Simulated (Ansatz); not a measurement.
Level of theory: DFT PBE, scalar-relativistic, plane waves, PAW (Ansatz). Settings: cutoff 420 eV, Γ-centred meshes spaced at most about 0.3 Å⁻¹, and about 0.25 Å⁻¹ or finer for metals (2π included), Gaussian smearing. Collinear spin in cells that started with moments and kept them past the coarse steps, no spin elsewhere.

Temperature and zero-point effects are left out. All come from trial cells, and lower structures may exist.

Task: Order these relaxed structures of Ni2Cl by energy, lowest first, with the energy over the lowest of them.
A.

Space group F-43m (No. 216). a = 5.677 Å, b = 5.677 Å, c = 5.677 Å, α = 90.00°, β = 90.00°, γ = 90.00°
| atom | site | symmetry | x | y | z |
| --- | --- | --- | --- | --- | --- |
| Ni | 4d | -43m | 0.2500 | 0.2500 | 0.7500 |
| Ni | 4b | -43m | 0.5000 | 0.0000 | 0.0000 |
| Cl | 4a | -43m | 0.0000 | 0.0000 | 0.0000 |

B.

Space group Fd-3m:1 (No. 227). a = 7.045 Å, b = 7.045 Å, c = 7.045 Å, α = 90.00°, β = 90.00°, γ = 90.00°
```csv
atom,site,symmetry,x,y,z
Ni,16d,.-3m,0.1250,0.6250,0.1250
Cl,8a,-43m,0.5000,0.0000,0.5000
```

C.

Space group P-3m1 (No. 164). a = 3.081 Å, b = 3.081 Å, c = 5.083 Å, α = 90.00°, β = 90.00°, γ = 120.00°
```tsv
atom	site	symmetry	x	y	z
Ni	2d	3m.	0.6667	0.3333	0.6550
Cl	1a	-3m.	0.0000	0.0000	0.0000
```

D.

Space group P-6m2 (No. 187). a = 2.949 Å, b = 2.949 Å, c = 5.860 Å, α = 90.00°, β = 90.00°, γ = 120.00°
| atom | site | symmetry | x | y | z |
| --- | --- | --- | --- | --- | --- |
| Ni | 2h | 3m. | 0.3333 | 0.6667 | 0.6937 |
| Cl | 1a | -6m2 | 0.0000 | 0.0000 | 0.0000 |

Result: C (0 meV/atom), D (329 meV/atom), A (363 meV/atom), B (439 meV/atom). Forms: C anti-cadmium iodide type, P-3m1, moments up to 0.5 μB; D P-6m2, moments up to 0.9 μB; A F-43m, moments up to 0.7 μB; B Fd-3m, moments up to 0.8 μB. Counting Cl atoms around Ni (those within 1.25 times the shortest such distance or 1.15 times the sum of covalent radii; the shortest distance is added where it is long for a bond; a slash parts the counts of unlike sites): C has Ni 3; D has Ni 3; A has Ni 4/6 from 2.8 Å; B has Ni 6 from 2.9 Å. Even the lowest lies +0.24 eV/atom against the elements.

No Hubbard U is applied to the 3d shell of Ni. The magnetic state reached may not be the lowest. Cells relaxed within their symmetry can be saddle points. Some candidate types were left out of the draw beforehand, so a known form may be missing.
